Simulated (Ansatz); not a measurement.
TaAg:
```
CELL_PARAMETERS angstrom
      1.33880    -5.65643     0.00000
      1.33880     5.65643     0.00000
      0.00000     0.00000     4.50079
ATOMIC_POSITIONS crystal
  Ta 0.68060 0.31940 0.25000
  Ag 0.93589 0.06411 0.25000
  Ta 0.31940 0.68060 0.75000
  Ag 0.06411 0.93589 0.75000
```

Relaxed with PBEsol. Special points in fractions of this cell's reciprocal vectors: Γ (0.000, 0.000, 0.000); Y (-0.500, 0.500, 0.000); C0 (-0.264, 0.736, 0.000); Σ0 (0.264, 0.264, 0.000); Z (0.000, 0.000, 0.500); A0 (0.264, 0.264, 0.500); E0 (-0.264, 0.736, 0.500); T (-0.500, 0.500, 0.500); S (0.000, 0.500, 0.000); R (0.000, 0.500, 0.500).

Q: List the band energies nearest the Fermi level at these points for the program Ansatz at the PBEsol level (PAW).

A: In eV from the Fermi level; about four levels below and three above (degenerate sets whole), none deeper than 8.9 eV; points with the same levels are listed once.

| k | below | above |
|---|---|---|
| Γ | -2.66 -2.62 -1.19 -0.75 | 0.70 1.93 2.49 |
| Y | -1.95 -1.28 -1.13 -0.83 | 1.83 3.58 4.07 |
| C0 | -2.08 -1.67 -1.02 -0.25 | 0.10 1.43 1.95 |
| Z | -0.46 -0.46 -0.26 -0.26 | 2.65 2.65 3.45 3.45 |
| A0 | -2.17 -2.17 -1.64 -1.64 | 0.06 0.06 1.40 1.40 |
| T | -3.12 -3.12 -1.41 -1.41 | 0.01 0.01 3.04 3.04 |
| S | -2.10 -1.92 -0.98 -0.40 | 0.27 1.35 1.92 |
| R | -2.13 -2.13 -1.54 -1.54 | 0.10 0.10 1.10 1.10 |

Space group Cmcm. The start of the workflow was typed in or built on a structure type; neither database checked (COD, Materials Project) lists it. Its standing as an ambient phase is unchecked. The PBEsol relaxation kept the symmetry of its start; whether a distortion lowers the energy is not shown. No spin polarisation was allowed. Its formation energy is positive at this level, so the cell may be metastable or incomplete. Scalar-relativistic: spin–orbit coupling is off unless named, which matters more the heavier the elements.

Potentials: the later of the program's two PAW sets.
